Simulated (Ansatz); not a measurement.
## From three elastic constants to directional properties of Be2Ge

Level of theory: DFT PBE, scalar-relativistic, plane waves, PAW in Ansatz 0.2.0. Settings: 420 eV plane-wave cutoff, Γ-centred 14×14×14 mesh, Fermi-Dirac smearing of 0.15 eV. No spin polarisation.

Relaxed structure:
```
Be Ge
1.0
     0.00000    2.68627    2.68627
     2.68627    0.00000    2.68627
     2.68627    2.68627    0.00000
Be Ge
2 1
Direct
  0.75000 0.75000 0.75000
  0.25000 0.25000 0.25000
  0.00000 0.00000 0.00000
```

The cell was built by swapping an element in a database structure (itself possibly hypothetical) and relaxing; it need not be the stable form of this composition. In a metal, frequencies and elastic constants depend on the k mesh and the smearing, soft modes and shear constants most.

With ions relaxed, on the cubic axes: C11 = 135.4, C12 = 71.8, C44 = 73.3 GPa. The density is 3.883 g/cm³.

Question: Is the crystal stable against strain, and how anisotropic is it?

Answer: Born's conditions hold: C11 + 2C12 = 278.9, C11 − C12 = 63.6 and C44 = 73.3 GPa are all positive. B = (C11 + 2C12)/3 = 93.0 GPa. The two shear moduli are C44 and C′ = (C11 − C12)/2 = 31.8 GPa, so Zener's ratio is A = C44/C′ = 2.30: the tetragonal shear C′ is the soft one, as in many fcc and bcc metals and zincblende crystals. The Cauchy pressure C12 − C44 is -1.5 GPa; it would vanish for pair forces between atoms on inversion centres at zero pressure, and here it is small.

Question: Give the sound speeds along the three symmetry directions.

Answer: The Christoffel equation gives ρv² for each branch:
```
direction branch                    ρv²    GPa v (m/s)
    [100]              L                    C11  135.4     5905
    [100]         T (×2) C44   73.3     4344
    [110]              L   (C11 + C12 + 2C44)/2  176.8     6748
    [110]   T, u ∥ [001]                    C44   73.3     4344
    [110]  T, u ∥ [1-10]          (C11 − C12)/2   31.8     2862
    [111]              L  (C11 + 2C12 + 4C44)/3  190.7     7007
    [111]         T (×2) (C11 − C12 + C44)/3   45.6     3428
```

Question: How does Young's modulus depend on direction?

Answer: Inverting gives S11 = 11.672, S12 = -4.043, S44 = 13.648 TPa⁻¹. Along a unit vector (l, m, n), 1/E = S11 − 2(S11 − S12 − S44/2)(l²m² + m²n² + n²l²), where the last bracket is 0, 1/4 and 1/3 for [100], [110] and [111]: E = 86, 138 and 174 GPa. With A > 1 the body diagonal is stiffest. For a film on (001), the biaxial modulus is C11 + C12 − 2C12²/C11 = 131 GPa and the normal strain is −2C12/C11 = -1.06 times the in-plane one.